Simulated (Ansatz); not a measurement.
BP (zinc blende)

```
CELL_PARAMETERS angstrom
      0.00000     2.26828     2.26828
      2.26828     0.00000     2.26828
      2.26828     2.26828     0.00000
ATOMIC_POSITIONS crystal
  P  0.75000 0.75000 0.75000
  B  0.00000 0.00000 0.00000
```

The atoms are displaced by Q × the pattern below (from a DFPT mode at Γ, largest move 1; Q in Å), at fixed cell. It is one choice among 3 degenerate patterns.

```
atom      x      y       z
----  -----  -----  ------
P1    0.000  0.000  -0.349
B2    0.000  0.000   1.000
```

Level of theory: r2SCAN (plane waves to 500 eV, PAW, scalar-relativistic; Ansatz, a quantum-chemistry and plane-wave program). k mesh 12×12×12 (Γ-centred), Fermi-Dirac smearing 0.05 eV. The energy includes the smearing's −TS. As the smearing reaches across the gap at some points, energies and forces of such displacements shift with the k mesh and the smearing. BP was relaxed with its symmetry unable to fall. The zero of ΔE is the undisplaced structure. The last digit holds for this mesh only.

| Q (Å) | ΔE (meV/cell) |
|---|---|
| -0.2800 | 1268.2 |
| -0.2333 | withheld |
| -0.1867 | 597.7 |
| -0.1400 | 343.5 |
| -0.0933 | 154.9 |
| -0.0467 | 39.0 |
| 0.0000 | 0.0 |
| 0.0467 | 39.0 |
| 0.0933 | 154.9 |
| 0.1400 | 343.5 |
| 0.1867 | 597.7 |
| 0.2333 | withheld |
| 0.2800 | 1268.2 |

Q: Fit an even polynomial form (powers 2, 4, 6) to the given rows and predict ΔE at Q = -0.2333.

A: Least squares on the 11 given rows: ΔE = (18030)·Q² + (-26420)·Q⁴ + (36160)·Q⁶, in meV/cell with Q in Å; root-mean-square residual 0.21 meV/cell. At -0.2333 the fit gives 908.9 meV/cell; the calculation gives 908.8 meV/cell, so the interpolation is off by 0.1 (+0.0 %). The quadratic term alone would give 981.4 meV/cell.

(A displaced cell: forces are minus the slopes of the energy, force constants its curvatures, and phonons follow from these.)
